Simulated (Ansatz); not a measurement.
Cu3Sn:
```
CELL_PARAMETERS angstrom
      4.25033     0.00000     0.00000
      0.00000     5.44436     0.00000
      0.00000     0.00000     4.77694
ATOMIC_POSITIONS crystal
  Cu 0.50000 0.00000 0.29746
  Cu 0.00000 0.50000 0.70254
  Cu 0.00000 0.75328 0.15451
  Cu 0.00000 0.24672 0.15451
  Cu 0.50000 0.74672 0.84549
  Cu 0.50000 0.25328 0.84549
  Sn 0.50000 0.50000 0.34467
  Sn 0.00000 0.00000 0.65533
```

Relaxed with PBEsol.

Question: Which orbitals make up the states near the Fermi level in PBEsol in the plane-wave PAW code Ansatz?

Answer: Within 0.5 eV of the Fermi level: Sn 5p 41 %, Cu 3d 25 %, Cu 4s 14 %, Sn 5s 7 %, outside the projected shells 13 %. Projections are on Löwdin-orthogonalised atomic valence shells; empty p or d shells of many metals are not among them.

Question: Tabulate the density of states.

Answer: States/eV per cell of 8 atoms, in 0.25 eV bins, energy from the Fermi level.

```csv
E (eV),total,Cu 3d,Sn 5p,Cu 4s
-7.85,0.00,0.00,0.00,0.00
-7.60,0.17,0.01,0.07,0.08
-7.35,0.41,0.04,0.16,0.17
-7.10,0.91,0.11,0.35,0.36
-6.85,1.92,0.30,0.73,0.67
-6.60,2.90,0.56,1.07,0.93
-6.35,3.10,0.77,1.14,0.85
-6.10,2.23,0.70,0.74,0.51
-5.85,2.51,0.90,0.81,0.54
-5.60,2.87,1.18,0.90,0.56
-5.35,2.96,1.42,0.87,0.51
-5.10,4.25,2.39,1.08,0.63
-4.85,7.15,4.75,1.37,0.86
-4.60,11.94,9.52,1.37,0.88
-4.35,11.12,9.73,0.84,0.39
-4.10,21.20,19.45,0.98,0.47
-3.85,23.52,21.82,0.88,0.40
-3.60,20.60,19.57,0.64,0.14
-3.35,25.23,23.92,0.81,0.18
-3.10,20.80,20.00,0.43,0.19
-2.85,32.73,31.94,0.36,0.18
-2.60,27.20,26.19,0.36,0.28
-2.35,21.72,20.53,0.52,0.37
-2.10,6.34,5.13,0.59,0.33
-1.85,4.43,3.06,0.76,0.31
-1.60,4.35,2.64,0.97,0.35
-1.35,3.58,1.83,0.97,0.34
-1.10,3.34,1.48,1.02,0.38
-0.85,3.26,1.26,1.09,0.42
-0.60,2.91,0.98,1.05,0.40
-0.35,2.32,0.68,0.90,0.32
-0.10,2.21,0.57,0.89,0.31
0.15,2.01,0.46,0.84,0.28
0.40,1.81,0.37,0.78,0.24
0.65,1.44,0.26,0.65,0.18
0.90,1.21,0.20,0.50,0.21
1.15,1.75,0.26,0.47,0.51
1.40,2.10,0.28,0.48,0.70
1.65,2.66,0.31,0.56,1.00
1.90,2.39,0.24,0.48,0.94
2.15,2.70,0.24,0.54,1.06
2.40,2.92,0.24,0.65,1.09
2.65,2.53,0.19,0.54,1.00
2.90,2.99,0.20,0.65,1.18
3.15,2.84,0.17,0.62,1.10
3.40,2.87,0.15,0.61,1.09
3.65,2.90,0.14,0.64,1.08
3.90,3.19,0.14,0.68,1.13
4.15,3.24,0.12,0.69,1.12
4.40,3.17,0.10,0.66,0.99
4.65,3.12,0.09,0.60,0.90
```

Space group Pmmn. The workflow started from a Materials Project entry (that database holds measured and hypothetical structures alike); the Crystallography Open Database files this formula in space group No. 59, but the cells were not matched. Its standing as an ambient phase is unchecked. The cell was relaxed with PBEsol under the symmetry of its start; its stability against distortions is not shown here. No spin polarisation was allowed. The program gave a warning on the electronic state, which may not be the lowest. Scalar-relativistic: spin–orbit coupling is off unless named, which matters more the heavier the elements.

Potentials: the earlier of the program's two PAW sets. The files were generated under PBE; for other functionals the program regenerates the frozen cores, and for LDA and PBEsol the local potential too.
